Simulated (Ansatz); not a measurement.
**Sr2SO and the effect of the functional**

```cif
data_structure
_symmetry_space_group_name_H-M 'P4/mmm'
_symmetry_Int_Tables_number 123
_cell_length_a 4.0432
_cell_length_b 4.0432
_cell_length_c 5.7180
_cell_angle_alpha 90.000
_cell_angle_beta 90.000
_cell_angle_gamma 90.000
_cell_volume 93.48
loop_
_atom_site_label
_atom_site_type_symbol
_atom_site_symmetry_multiplicity
_atom_site_Wyckoff_symbol
_atom_site_fract_x
_atom_site_fract_y
_atom_site_fract_z
_atom_site_occupancy
Sr1 Sr 1 d 0.50000 0.50000 0.50000 1
Sr2 Sr 1 a 0.00000 0.00000 0.00000 1
S1 S 1 b 0.00000 0.00000 0.50000 1
O1 O 1 c 0.50000 0.50000 0.00000 1
```

The cell comes from a database or a generator and needn't be the stable form of this composition.

Kept alike: task band structure; k mesh 5 × 5 × 4; occupations fermi-dirac, width 0.05 eV; no spin polarisation. Program: Ansatz, Ansatz PAW, cutoff 420 eV. The mesh is that of the run's cell of 4 atoms. No spin-orbit coupling.

| run | band gap (eV) | pressure (GPa) |
| --- | --- | --- |
| A | 2.213 | -0.20 |
| B | 2.268 | 1.93 |
| C | 2.140 | -4.77 |
| D | 2.140 | -2.67 |

Pressure is positive in compression, with a Pulay correction for the finite cutoff. Gaps are the smaller of the mesh's and the band path's. All rows use potentials made for PBE.

**Question.** The runs differ in the functional alone: LDA; PBE; PBEsol; RPBE. Which run is which?

**Answer.** Run A is PBE; run B is RPBE; run C is LDA; run D is PBEsol. The band gap runs from 2.140 (LDA; PBEsol) to 2.268 eV (RPBE). From PBE: LDA -0.073; PBEsol -0.073; RPBE +0.055. The pressure runs from -4.77 (LDA) to 1.93 GPa (RPBE). From PBE: LDA -4.57; PBEsol -2.47; RPBE +2.13. A positive pressure means that the functional's own cell is larger than the one given, a negative one that it is smaller.
